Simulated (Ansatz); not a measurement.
NbP:
```
CELL_PARAMETERS angstrom
      3.29164     0.00000     0.00000
     -1.64582     2.85064     0.00000
      0.00000     0.00000     3.32248
ATOMIC_POSITIONS crystal
  Nb 0.00000 0.00000 0.00000
  P  0.66667 0.33333 0.50000
```

Relaxed with PBEsol. Special points in fractions of this cell's reciprocal vectors: Γ (0.000, 0.000, 0.000); M (0.500, 0.000, 0.000); K (0.333, 0.333, 0.000); A (0.000, 0.000, 0.500); L (0.500, 0.000, 0.500); H (0.333, 0.333, 0.500).

Problem. List the band energies nearest the Fermi level at these points for the program Ansatz at the PBEsol level (PAW).

Solution. In eV from the Fermi level; about four levels below and three above (degenerate sets whole), none deeper than 8.9 eV; points with the same levels are listed once.

```tsv
k	below	above
Γ	-2.84 -2.01 -2.01 -0.24	1.88 1.88 4.86 4.86
M	-6.01 -2.94 -2.40 -0.34	1.09 3.32 3.96
K	-5.29 -4.10 -2.77 -0.16	1.23 1.95 2.14
A	-1.33 -1.33 -0.25 -0.25	2.58 3.68 3.68
L	-4.93 -4.23 -3.13	0.00 3.13 3.42
H	-5.63 -4.47 -2.24 -0.08	3.17 4.59 5.04
```

Space group P-6m2. A made-up cell: these elements were put on the sites of a structure type; neither database checked (COD, Materials Project) lists it. COD files the formula under space group No. 141, so this cell is another polymorph or a model. Whether it is the stable phase at ambient conditions was not checked. The cell was relaxed with PBEsol under the symmetry of its start; whether a distortion lowers the energy is not shown. The run is not spin-polarised. Scalar-relativistic: spin–orbit coupling is off unless named, which matters more the heavier the elements.

Potentials: the later of the program's two PAW sets.
